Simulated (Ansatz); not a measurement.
**Ni (Im-3m): electronic heat capacity from the density of states**

Level of theory: DFT r2SCAN, scalar-relativistic, plane waves, PAW in Ansatz.

Settings: cutoff 500 eV, Γ-centred mesh 22×22×22 on the computed 1-atom cell, Gaussian smearing of 0.10 eV; collinear spin from starting moments 0.76 μB.

Relaxed cell: Im-3m, a = 2.766 Å, b = 2.766 Å, c = 2.766 Å, α = 90.00°, β = 90.00°, γ = 90.00°, 1 atom in the primitive cell. This bcc form isn't the element's structure at ambient conditions.

The density of states at the Fermi level is 1.057 states/eV in the cell of 1 atom (1 formula unit; both spins, tetrahedra on a 33×33×33 mesh). The run ends with a moment of 0.64 μB a cell (largest on a site 0.69 μB), and the figure is for this state; a paramagnetic sample can have a quite different one. Another magnetic order, if the compound takes it, can change N(E_F) and the shape of the cell a good deal.

Task: What Sommerfeld coefficient does this give?

Result: Per formula unit N(E_F) = 1.057 states/eV. γ = (π²/3) k_B² N(E_F) N_A = 2.357 mJ/(mol K²) per state/eV, so γ = 2.5 mJ/(mol K²), a mole of formula units. This is the bare band result: a measured γ of the same phase and magnetic order is as a rule larger by a factor 1 + λ from phonons and spin fluctuations. N(E_F) at one energy is sensitive to the mesh where the density of states has sharp peaks.

The state reached may not be the lowest one.

Only this magnetic start was tried.

Cost: 1 run of about 1.4 core-minutes, on Intel Xeon Processor @ 2.50GHz (Skylake/Cascade Lake) (shared hosts).